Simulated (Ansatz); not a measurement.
Input and command of a calculation in Ansatz (plane waves; scalar-relativistic PAW potentials unless the input names others):

```yaml
crystal:
  lattice:
    - [-1.72355976, 1.72355976, 1.72355976]
    - [1.72355976, -1.72355976, 1.72355976]
    - [1.72355976, 1.72355976, -1.72355976]
  atoms:
    - { symbol: Au, position: [0.0, 0.0, 0.0] }
basis:
  ecutwfc: 500
  xc_grid: 3
kpoints:
  mp_grid: { grid: [24, 24, 24] }
hamiltonian:
  xc: r2scan
scf:
  occupations: { method: gaussian, width: 0.15 }
  algorithm: direct_min
output:
  forces: true
  eigenvalues: true
  stress: true
```

```bash
ansatz run input.yaml --threads 1 --pin off --max-ram 2560MiB --backend cpu --events-out ev --progress --plain --runs-dir out
```

Abridged log:
```
Pseudopotentials: kind: paw
Pseudopotential: Au, paw, valence charge 19, recommended cutoff 500 eV (meta_gga)
Functional definition: r2SCAN
Crystal: 1 atom, lattice volume = 20.480 Å³
Basis set: ecut = 500 eV, 531 PW (Γ), exchange–correlation on 72×72×72 points (27 copies of the dense FFT grid, shifted against one another)
Bands: 14, of which v1, the nominal top of the filled ones, is band 10 counted from 1 (9 counted from 0)
Symmetry: 48 space group operations
Space group: Im-3m (ITA 229), of the structure as read, at distance tolerance 2.7e-5 Å
k-points: 413 of 13824
Initial density: superposition of atomic densities (neutral atoms: chi_scale 0, normalization atom), corrected by the library's trained network
Initial wavefunctions: pseudopotential atomic-orbital guess
Functional: x = r2scan, c = r2scan; τ floored in thin density (d = 2e-4 eV/Å³)
SCF iter   1: F=—  HF=-13163.343543 eV  |F-HF|=—  |Δ(HF+E_count)|=         —  Δρ=1.49e-2  dr2=5.09e-2  dr2_τ=2.59e-3  ethr=1.77e-3  ⟨swp⟩=9.6  Hψ=26679  notcnv=0
SCF iter   2: F=—  HF=-13163.336180 eV  |F-HF|=—  |Δ(HF+E_count)|=   7.36e-3  Δρ=6.01e-3  dr2=6.17e-3  dr2_τ=9.66e-4  ethr=2.68e-4  ⟨swp⟩=3.1  Hψ=13725  notcnv=0  defer=16
SCF iter   3: F=—  HF=-13163.334195 eV  |F-HF|=—  |Δ(HF+E_count)|=   1.99e-3  Δρ=2.54e-4  dr2=4.01e-6  dr2_τ=3.84e-6  ethr=2.75e-8  ⟨swp⟩=3.1  Hψ=22085  notcnv=0  defer=2
SCF iter   4: F=-13163.334196 eV  HF=-13163.334196 eV  |F-HF|=3.26e-9  |Δ(HF+E_count)|=   1.38e-6  Δρ=6.34e-6  dr2=2.74e-9  dr2_τ=3.19e-9  ethr=2.11e-8  ⟨swp⟩=2.0  Hψ=9754  notcnv=0  defer=1
the search or the solves at the SCF's close seem to have found levels that the self-consistency loop had missed (the run counts 1). By its estimate they hold under 1e-12 electrons; where the run keeps them, the occupations were computed again with them
SCF 1 converged in 4 iterations: F = -13163.334196 eV  dr2 = 2.74e-9
  Residual-converged pass: ⟨swp⟩=3.1  Hψ=13535  notcnv=0  max |occ|·‖R‖ = 6.7e-6 eV (tolerance 6.7e-6 eV) dr2=2.31e-9  dr2_τ=3.23e-9  dr2_onsite=4.92e-10  max |Δocc| = 1.3e-9
SCF converged after 4 iterations
Stability not checked: this state was not tested for a lower state beside it, because a direct minimisation reached the state, and no test of it is asked (direct_minimisation; see scf.lower_state_search)
Free energy (F): -13163.334196 eV
Harris-Foulkes:  -13163.334196 eV  (|F-HF|=3.26e-9)
Internal energy: -13163.330337 eV  (E = F + TS)
E sigma→0 (E₀):  -13163.332267 eV
Entropy (-TS):   -0.003859 eV (-3.859 meV/atom)
Fermi energy:    15.952535 eV
--- Forces (eV/Å), atoms counted from 1 ---
  atom   1  Au     0.00000000     0.00000000     0.00000000
--- Stress (GPa, compression-positive) ---
      -14.506224       0.000000       0.000000
        0.000000     -14.506224       0.000000
        0.000000       0.000000     -14.506224
  P = ⅓ Tr σ = -14.5062 GPa (-145.062 kbar)
```

Apart from outputs and empty bands, the input differs from a reference run on usual settings in scf.algorithm: not typed → "direct_min"; basis.xc_grid: not typed → 3. The reference, at the same geometry (not necessarily relaxed), gave pressure -14.51 GPa, largest force 0.000 eV/Å, no gap on the mesh. This run converged in 4 SCF iterations (reference: 7) with an energy at zero smearing within 0.01 meV/atom of the reference's, pressure -14.51 GPa, largest force 0.000 eV/Å, no gap on the mesh.

The run took 9.6 s on 1 thread of AMD EPYC 9R45 96-Core Processor (Zen 5) (shared host), peak memory 0.67 GiB.